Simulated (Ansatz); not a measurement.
Values for one crystal, relaxed and computed with PBE in the plane-wave PAW code Ansatz; other levels are named.

```yaml
volume_per_atom: 5.44 Å³
band_gap: 1.48 eV (indirect)
hole_effective_mass: 0.22, 0.72, 1.4 mₑ (principal values)
Electronic dielectric constant ε∞ (DFPT): 8.17 (xx = yy), 9.33 (zz)
Pressure derivative B′: 3.9
valence_band_maximum: on the Γ–M line, 36 % of the way from Γ
smallest_direct_gap_on_the_standard_path: 5.31 eV
```

### Question
Which compound is it?
A. KCl, rock salt
B. ZnSnN2, R-3m (Sn on 3a, Zn on 3b, N on 6c)
C. BN, NiAs type
D. MgO, rock salt

### Answer
C, BN, NiAs type

Space group P6_3/mmc (NiAs type). The cell is a constructed one: a structure type filled with these elements. Its sites differ from those of the usual phase in this space group: another stacking or structure type. The PBE relaxation kept the symmetry of its start. At this level the phase is dynamically unstable (imaginary phonons). Its formation energy is positive at this level, so the cell may be metastable or incomplete.

Potentials: the later of the program's two PAW sets.
